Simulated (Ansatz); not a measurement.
Polymorphs of Sc, each relaxed with plane-wave PAW PBE (Ansatz code):

A: hcp (Mg type) (P6_3/mmc)
a = b = 3.3195 Å, c = 5.1633 Å, α = β = 90.00°, γ = 120.00°

```
atom  site  symmetry       x       y       z
----  ----  --------  ------  ------  ------
Sc      2c      -6m2  0.3333  0.6667  0.2500
```

B: dhcp (α-La type) (P6_3/mmc)
a = b = 3.291 Å, c = 10.503 Å, α = β = 90.00°, γ = 120.00°

| atom | site | symmetry | x | y | z |
|---|---|---|---|---|---|
| Sc | 2a | -3m. | 0.0000 | 0.0000 | 0.0000 |
| Sc | 2c | -6m2 | 0.3333 | 0.6667 | 0.2500 |

### Question
Put the candidates in order of energy per atom at 0 K, lowest first, for PBE.

### Answer
A (+0 meV/atom), B (+23 meV/atom)

Not the usual ambient phase: B. Began spin-polarised and lost the moments: A. All cells were relaxed under the symmetry of their starts (and spin orders); stability against distortions was not tested throughout. Rows with no word on spin ran without spin polarisation.

Energies hold the estimated change up to a 700 eV cutoff; steps of a few meV lie near the error of the meshes.

Potentials: the earlier of the program's two PAW sets.
